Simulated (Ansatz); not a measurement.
# Compressing PdTe: a fit and a missing row

PdTe, P6_3/mmc, a = 4.157 Å, c = 5.618 Å. The structure is a COD entry; whether it is the stable form wasn't checked. Ansatz: PBEsol, PAW, 420 eV, Γ-centred 12×12×8 mesh on 4 atoms, Gaussian smearing 0.10 eV; no spin polarisation. Shape and atoms are relaxed at each volume; pressure is positive in compression.

```
V (Å³/atom) P (GPa)
     19.757        ?
     20.388     3.85
     21.018     0.02
     21.649    -3.17
     22.280    -5.82
```

Problem. Take V0 = 21.018 Å³/atom, count pressures from its P0 = 0.02 GPa, fit the third-order Birch–Murnaghan form to the other rows, and predict the missing pressure.

Solution. With the Eulerian strain f = ½[(V0/V)^(2/3) − 1] and y = (P − P0)/[3f(1 + 2f)^(5/2)], the form is the line y = B0 + 1.5 B0 (B0′ − 4) f. Rows (f, y): 0.01025, 118.4; -0.00976, 114.5; -0.01906, 112.6. Means f = -0.006190, y = 115.17; Σ(Δf)² = 0.0004487, ΣΔfΔy = 0.08857; the slope is their ratio. y = 116.4 + 197.4 f GPa, so B0 = 116.4 GPa and B0′ = 4 + 2 × (197.4)/(3 × 116.4) = 5.13. At V = 19.757, f = 0.02106, y = 120.56 and P = 8.46 GPa. The run gave 8.45 GPa, so the fit is 0.01 GPa too high, a small miss on the scale of the series. The form still works here, 33 % of the fitted range beyond its end.